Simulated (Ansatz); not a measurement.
A geometry of TiC away from equilibrium: the start of the relaxation of a relaxed TiC cell displaced along its unstable phonon at q = (½, ½, 0) of its primitive reciprocal cell (169i cm⁻¹), largest move 0.15 Å. These are PBE (plane waves to 420 eV, PAW, scalar-relativistic; Ansatz, a quantum-chemistry and plane-wave program) values and carry that method's errors. Γ-centred k-mesh 11×11×12 on the run's cell (coarser than for final values), Fermi–Dirac smearing 0.05 eV.

```xyz
8
Lattice="10.7672 0.0000 0.0000 5.3836 2.9011 0.0000 0.0000 0.0000 2.7901" Properties=species:S:1:pos:R:3 pbc="T T T"
C     10.7672     1.4505     1.3950
C      5.3836     1.4505     1.3950
C      2.7632     1.4505     1.5270
C      8.0041     1.4505     1.2631
Ti     4.0377    -0.0011     0.6638
Ti     9.4213     0.0011     0.6638
Ti     1.3459     0.0011     2.1263
Ti     6.7295    -0.0011     2.1263
```

Task: Give the Cartesian forces on all atoms (eV/Å).

Result: 
```csv
atom,Fx,Fy,Fz
C1,0.00,0.00,0.00
C2,0.00,0.00,0.00
C3,0.07,0.00,0.15
C4,-0.07,0.00,-0.15
Ti5,0.02,0.00,0.05
Ti6,0.02,0.00,0.05
Ti7,-0.02,0.00,-0.05
Ti8,-0.02,0.00,-0.05
```

Task: What is the pressure?

Result: -0.2 GPa, compression positive.

Task: How far above the relaxed end point is this geometry?

Result: 0.14 eV/atom; the path ends in C2/m (No. 12).

No spin polarisation in the result.

The run could not lose the symmetry of its start, so the end can be a saddle point.

The end of the path is a generated cell of TiC: the first start was made by placing the elements on the sites of a structure type, and the end was not matched to a known phase here, so it may be hypothetical. Known forms of TiC include space group No. 225.
